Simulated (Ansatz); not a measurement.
# YbPb: reading a single point

```
Pb Yb
1.0
     0.00000    4.51703    0.00000
     4.51703    0.00000    0.00000
     2.25851    2.25851   -5.18782
Pb Yb
2 2
Direct
  0.50000 0.50000 0.00000
  0.25000 0.75000 0.50000
  0.00000 0.00000 0.00000
  0.75000 0.25000 0.50000
```

The numbers come from plane-wave PAW DFT (Ansatz): PBEsol, no spin polarisation, 420 eV, 6×6×6 Γ-centred k points, fermi-dirac occupations (width 0.1 eV). Nothing was relaxed.

Task: What do density and ELF say about some of the short contacts?

Result: Pb–Yb at 3.19 Å: least valence density 0.16 e/Å³ and ELF 0.14 there. Pb–Pb at 3.44 Å: least valence density 0.15 e/Å³ and ELF 0.25 there. Yb–Yb at 3.44 Å: least valence density 0.09 e/Å³ and ELF 0.11 there. These are pseudo-fields; inside the PAW spheres they differ from the all-electron ones.

Task: Is there a gap?

Result: It is a metal, with about 5.4 states/eV a cell as the mean within 0.25 eV of the Fermi level, mostly Yb d (36 %), Pb p (29 %) and Yb f (29 %).

Task: What is the formation energy?

Result: -0.42 eV an atom against the elements' usual phases (free molecules for gases, crystals otherwise, with no correction for O₂ or N₂), so it is bound against them; other compounds may still compete. Relaxing would lower it.

Task: Is the cell too large or too small?

Result: The pressure is 2.1 GPa (compression positive), so with the atoms held at these fractions the cell would first expand. The principal stresses 1.1, 1.1, 4.1 GPa differ, so its shape would change too.

Task: How is the charge shared?

Result: Bader charges in e: Yb +1.02, Pb -1.02. In the mean Yb gives up most and Pb takes most.

Origin: a known structure type with other elements, at an estimated volume, so it need not be a known compound. Caveats: no spin polarisation, so a magnetic state may lie lower; f levels without a U or exact exchange are poorly placed.
